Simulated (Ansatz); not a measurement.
Starting cell, Cd (hcp, Mg type):

```xyz
2
Lattice="2.9620 0.0000 0.0000 -1.4810 2.5652 0.0000 0.0000 0.0000 5.7980" Properties=species:S:1:pos:R:3 pbc="T T T"
Cd     0.0000     1.7101     4.3485
Cd     1.4810     0.8551     1.4495
```

In each cell atom 2 (Cd, nearest neighbour Cd at 2.962 Å; its periodic images, 3.0 Å or more away, move with it) moves by s·(0.707, 0.707, 0.000) (along Cartesian [110]), the rest being held.

Level of theory: r2SCAN (plane waves to 500 eV, PAW, scalar-relativistic; Ansatz, a first-principles code). k mesh 14×14×7 (Γ-centred), Fermi-Dirac smearing 0.05 eV. E stands for the smeared free energy. With partly filled bands, energies and forces of such displacements shift with the k mesh and the smearing. On this mesh the relaxed cell isn't quite at rest: it carries a pressure of 0.2 GPa (compression positive) at the zero of the scan. Cd was relaxed with its symmetry unable to fall. ΔE is measured from the undisplaced structure. The last digit holds for this mesh only.

```json
[
 {"s (Å)": "-0.590", "ΔE (meV/cell)": "28.16"},
 {"s (Å)": "-0.472", "ΔE (meV/cell)": "20.77"},
 {"s (Å)": "-0.354", "ΔE (meV/cell)": "13.10"},
 {"s (Å)": "-0.236", "ΔE (meV/cell)": "6.40"},
 {"s (Å)": "-0.118", "ΔE (meV/cell)": "1.72"},
 {"s (Å)": "0.000", "ΔE (meV/cell)": "0.00"},
 {"s (Å)": "0.118", "ΔE (meV/cell)": "1.90"},
 {"s (Å)": "0.236", "ΔE (meV/cell)": "7.84"},
 {"s (Å)": "0.354", "ΔE (meV/cell)": "17.98"},
 {"s (Å)": "0.472", "ΔE (meV/cell)": "32.15"},
 {"s (Å)": "0.590", "ΔE (meV/cell)": "withheld"}
]
```

Question: Fit a polynomial form (powers 2, 3, 4) to the given rows and predict ΔE at s = 0.590.

Answer: Least squares on the 10 given rows: ΔE = (130.1)·s² + (54.04)·s³ + (-49.90)·s⁴, in meV/cell with s in Å; root-mean-square residual 0.034 meV/cell. At 0.590 the fit gives 50.34 meV/cell; the calculation gives 49.93 meV/cell, so the extrapolation is off by 0.41 (+0.8 %). The quadratic term alone would give 45.29 meV/cell.

(For displaced atoms, the force is minus the slope of the energy, and its curvature is a force constant, which sets phonon frequencies.)
